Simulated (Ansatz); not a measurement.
**LiNbO₃ (R-3c), zone-centre modes**

Level of theory: DFT r2SCAN, scalar-relativistic, plane waves, PAW in Ansatz. Settings: plane waves to 500 eV, k-mesh 6×6×6 (Γ-centred), Gaussian smearing 0.05 eV. No spin polarisation.

Reference structure (relaxed at this level; this form isn't the usual structure):

```xyz
10
Lattice="2.5924 1.4967 4.5628 -2.5924 1.4967 4.5628 0.0000 -2.9934 4.5628" Properties=species:S:1:pos:R:3 pbc="T T T"
Li    0.0000    0.0000    3.4221
Li    0.0000    0.0000   10.2663
Nb    0.0000    0.0000    0.0000
Nb    0.0000    0.0000    6.8442
O    -0.6300   -1.4967    5.7035
O     1.6112    0.2027    5.7035
O    -0.9812    1.2940    5.7035
O     0.6300    1.4967    7.9849
O    -1.6112   -0.2027    7.9849
O     0.9812   -1.2940    7.9849
```

Harmonic modes by finite displacements of 0.02 Å, without the LO–TO term.

(1) At this geometry, is the structure stable against these modes?

(2) List the wavenumbers in cm⁻¹.

## Answers

(1) No: 4 modes are unstable, the strongest at 215i cm⁻¹.

(2) 215i, 117i, 117i, 100i, 0, 0, 0, 51, 184, 184, 195, 195, 288, 384, 384, 389, 424, 425, 426, 426, 439, 439, 470, 487, 487, 518, 518, 560, 560, 883.

Cost: 1 run of about 7 core-minutes, on AMD EPYC 9R45 (Zen 5) (shared hosts).